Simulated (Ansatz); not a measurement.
NaPt2:
```
NaPt2
1.0
    0.00000     3.75373     3.75373
    3.75373     0.00000     3.75373
    3.75373     3.75373     0.00000
Pt Na
4 2
Direct
  0.62500   0.62500   0.62500
  0.12500   0.62500   0.62500
  0.62500   0.62500   0.12500
  0.62500   0.12500   0.62500
  0.25000   0.25000   0.25000
  0.00000   0.00000   0.00000
```

Relaxed with r²SCAN. Special points in fractions of this cell's reciprocal vectors: Γ (0.000, 0.000, 0.000); X (0.500, 0.000, 0.500); U (0.625, 0.250, 0.625); K (0.375, 0.375, 0.750); L (0.500, 0.500, 0.500); W (0.500, 0.250, 0.750).

Question: List the band energies nearest the Fermi level at these points for plane-wave PAW r²SCAN with spin–orbit coupling (Ansatz code).

Answer: In eV from the Fermi level; about four levels below and three above (degenerate sets whole), none deeper than 8.9 eV; points with the same levels are listed once.

```csv
k,below,above
Γ,-0.37 -0.37 -0.37 -0.37,1.33 1.33 1.37 1.37
X,-0.52 -0.52 -0.52 -0.52,2.76 2.76 2.76 2.76
U,-0.50 -0.50 -0.30 -0.30,0.88 0.88 2.89 2.89
L,-0.54 -0.54 -0.33 -0.33,1.57 1.57 2.23 2.23
W,-0.24 -0.24 -0.18 -0.18,1.01 1.01 1.28 1.28
```

Space group Fd-3m (cubic Laves (MgCu2 type)). The workflow started from an entry of the Crystallography Open Database (COD). Whether it is the stable phase at ambient conditions was not checked. Symmetry was held in the r²SCAN relaxation; whether a distortion lowers the energy is not shown. The run is not spin-polarised.

Potentials: the later of the program's two PAW sets.
